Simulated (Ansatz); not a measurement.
BN (zinc blende, space group No. 216), PBEsol (plane waves, PAW; program Ansatz): ε∞ = 4.63, cell volume 11.71 Å³. Infrared-active transverse modes:

```
ω_TO (cm⁻¹)  oscillator strength S_xx (e²/amu)
-----------  ---------------------------------
1045.2                                  0.5928
```

Question: Compute the static dielectric constant.

Answer: Each mode adds (4.921e7/V) S/ω²: 2.28. So ε0 = 6.91.

Question: What LO frequency does the Lyddane–Sachs–Teller relation give?

Answer: ω_LO = ω_TO √(ε0/ε∞) = 1277 cm⁻¹.

Space group F-43m (zinc blende). The PBEsol relaxation kept the symmetry of its start.

Potentials: the earlier of the program's two PAW sets. The files were generated under PBE; for other functionals the program regenerates the frozen cores, and for LDA and PBEsol the local potential too.
